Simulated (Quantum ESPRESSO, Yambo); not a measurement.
## G0W0 results for Sr₂NO₆H₃

Space group P-62m (No. 189); a = 6.704 Å, b = 6.704 Å, c = 3.592 Å, α = 90.00°, β = 90.00°, γ = 120.00°

```
atom  site  symmetry       x       y       z
----  ----  --------  ------  ------  ------
H       3f       m2m  0.0000  0.3210  0.0000
N       1b      -62m  0.0000  0.0000  0.5000
O       3g       m2m  0.1892  0.1892  0.5000
O       3f       m2m  0.0000  0.4666  0.0000
Sr      2d      -6..  0.3333  0.6667  0.5000
```

The geometry is that of Materials Project entry mp-1095649, symmetrised and not relaxed again.

Starting point: norm-conserving LDA (Quantum ESPRESSO, 84 Ry, without SOC). G0W0 in Yambo: 3×3×4 Γ-centred k mesh, 158 bands and a 6 Ry block in the screening, 158 bands in G with the Bruneval-Gonze terminator, plasmon pole fitted at 27.2 eV.

```json
{
 "LDA gap along the band path": "2.80 eV",
 "LDA gap between the mesh's edge points (K → A)": "2.80 eV",
 "G0W0 gap between the same points": "6.42 eV",
 "LDA smallest direct gap on the mesh (at A)": "3.32 eV",
 "G0W0 direct gap at that point": "7.05 eV"
}
```

| k point | band | E LDA (eV) | E QP (eV) | shift (eV) | Z |
|---|---|---|---|---|---|
| Γ | VB | -0.02 | -1.41 | -1.39 | 0.81 |
| Γ | CB | 3.43 | 5.80 | 2.37 | 0.81 |
| A | VB | -0.51 | -2.05 | -1.54 | 0.81 |
| A | CB | 2.80 | 5.00 | 2.20 | 0.82 |
| K | VB | 0.00 | -1.41 | -1.41 | 0.80 |
| K | CB | 3.34 | 5.70 | 2.36 | 0.81 |
| H | VB | -0.49 | -1.98 | -1.49 | 0.80 |
| H | CB | 3.04 | 5.29 | 2.25 | 0.82 |

Energies count from the LDA valence-band maximum.

Nearest settings tried, and what they do to the gap: 107 bands in W, 107 bands in G: +50 meV; 2 Ry block (57 vectors against 245): +151 meV. Not varied: mesh. So the settings aren't converged at that level.
